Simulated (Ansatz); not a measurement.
Crystals of one structure type (bcc (W type)), relaxed and computed with the program Ansatz at the r²SCAN+D4 level (PAW).

```tsv
crystal	a (Å)	spin order and moments (μB)
K	5.324	not spin-polarised
V	2.978	moments vanished
Fe	2.860	ferromagnetic; net 2.65 per atom; largest site about 2.8
Nb	3.297	not spin-polarised
Mo	3.144	not spin-polarised
Ba	5.050	not spin-polarised
Ta	3.301	not spin-polarised
W	3.163	not spin-polarised
```

Spin orders computed, not proven ground states: Fe, bcc (W type) ferromagnetic. Began spin-polarised and lost the moments: V, bcc (W type). All cells were relaxed under the symmetry of their starts (and spin orders); stability against distortions was not tested throughout. Rows with no word on spin ran without spin polarisation. Spin–orbit coupling is left out wherever it is not named.

Potentials: the earlier of the program's two PAW sets.
